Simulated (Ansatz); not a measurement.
TiCd: computed DOS

```cif
data_structure
_symmetry_space_group_name_H-M 'P4/nmm:1'
_symmetry_Int_Tables_number 129
_cell_length_a 2.9040
_cell_length_b 2.9040
_cell_length_c 8.9540
_cell_angle_alpha 90.000
_cell_angle_beta 90.000
_cell_angle_gamma 90.000
_cell_volume 75.51
loop_
_atom_site_label
_atom_site_type_symbol
_atom_site_symmetry_multiplicity
_atom_site_Wyckoff_symbol
_atom_site_fract_x
_atom_site_fract_y
_atom_site_fract_z
_atom_site_occupancy
Ti1 Ti 2 c 0.00000 0.50000 0.60800 1
Cd1 Cd 2 c 0.00000 0.50000 0.13000 1
```

The runs use the primitive cell with vectors (2.904, 0.000, 0.000), (0.000, 2.904, 0.000), (0.000, 0.000, 8.954) Å, to which the k mesh refers.

The geometry is COD entry 1525204, unchecked; take it as a test cell.

Method: DFT, PBEsol, all-electron LAPW, scalar-relativistic in Ansatz 0.2.0.

Settings: a Γ-centred 11×11×4 k mesh, Fermi–Dirac smearing of 0.08 eV, basis error target 1 meV/atom, no spin polarisation.

States per eV and cell, averaged over 0.6 eV, from -10.0 to 1.2 eV, with energies (bin centres) from the Fermi level; empty bins are left out. The partial columns, the largest 5 alone, are projections on Löwdin-orthogonalised atomic shells (those that the program's projection atoms carry: the occupied ones and, for some elements, an empty d or f shell; other empty shells have no column), summed over atoms of an element. Weights on diffuse s and p shells depend on that basis and aren't pure angular character.

| E (eV) | total | Cd 4d | Ti 3d | Cd 5s | Ti 4s | Ti 3p |
| --- | --- | --- | --- | --- | --- | --- |
| -9.8 | 1.62 | 1.59 | 0.00 | 0.03 | 0.00 | 0.00 |
| -9.2 | 11.70 | 11.41 | 0.03 | 0.21 | 0.02 | 0.00 |
| -8.6 | 15.35 | 15.02 | 0.05 | 0.21 | 0.04 | 0.00 |
| -8.0 | 4.98 | 4.75 | 0.01 | 0.17 | 0.03 | 0.00 |
| -7.4 | 0.32 | 0.05 | 0.00 | 0.23 | 0.03 | 0.00 |
| -6.8 | 0.31 | 0.03 | 0.01 | 0.24 | 0.03 | 0.00 |
| -6.2 | 0.43 | 0.03 | 0.01 | 0.28 | 0.10 | 0.00 |
| -5.6 | 0.63 | 0.04 | 0.02 | 0.37 | 0.18 | 0.00 |
| -5.0 | 0.65 | 0.03 | 0.03 | 0.37 | 0.19 | 0.00 |
| -4.4 | 0.76 | 0.03 | 0.06 | 0.38 | 0.24 | 0.00 |
| -3.8 | 1.07 | 0.04 | 0.12 | 0.46 | 0.35 | 0.01 |
| -3.2 | 1.07 | 0.03 | 0.21 | 0.33 | 0.40 | 0.01 |
| -2.6 | 1.63 | 0.04 | 0.57 | 0.38 | 0.50 | 0.01 |
| -2.0 | 2.71 | 0.05 | 1.53 | 0.46 | 0.48 | 0.01 |
| -1.4 | 3.96 | 0.03 | 3.06 | 0.20 | 0.28 | 0.01 |
| -0.8 | 3.96 | 0.02 | 2.92 | 0.13 | 0.12 | 0.01 |
| -0.2 | 2.61 | 0.02 | 1.75 | 0.09 | 0.12 | 0.00 |
| 0.4 | 3.55 | 0.02 | 2.88 | 0.16 | 0.11 | 0.01 |
| 1.0 | 6.39 | 0.02 | 5.67 | 0.14 | 0.12 | 0.01 |

Question: Which of the resolved shells contributes most within 0.3 eV of the Fermi level?

Answer: Ti 3d, with 72 % of all states there; Cd 5s follows with 4 %.

Question: Where is the centre of the filled Cd 4d states between -14 eV and the top of the filled states?

Answer: -8.75 eV from the Fermi level.
